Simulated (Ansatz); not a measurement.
BaTiO3 in space group P4mm (No. 99; Ba on 1b, Ti on 1a, O on 2c, O on 1a) under volume change, PBEsol in the plane-wave PAW code Ansatz, shape and atoms relaxed at each volume.

```csv
V (Å³/atom),E − E(relaxed) (meV/atom),P (GPa)
11.521,55.0,17.97
11.901,21.8,10.17
12.281,4.9,4.40
12.661,0.0,0.00
13.040,4.0,-3.27
13.420,14.4,-5.36
13.800,28.5,-6.45
```

Question: What does a third-order Birch–Murnaghan fit give for V₀, B₀ and B′?

Answer: V₀ = 12.66 Å³/atom, B₀ = 122 GPa, B′ = 10.2.

The PBEsol relaxation kept the symmetry of its start. No spin polarisation was allowed. Spin–orbit coupling is left out wherever it is not named.

Potentials: the earlier of the program's two PAW sets.
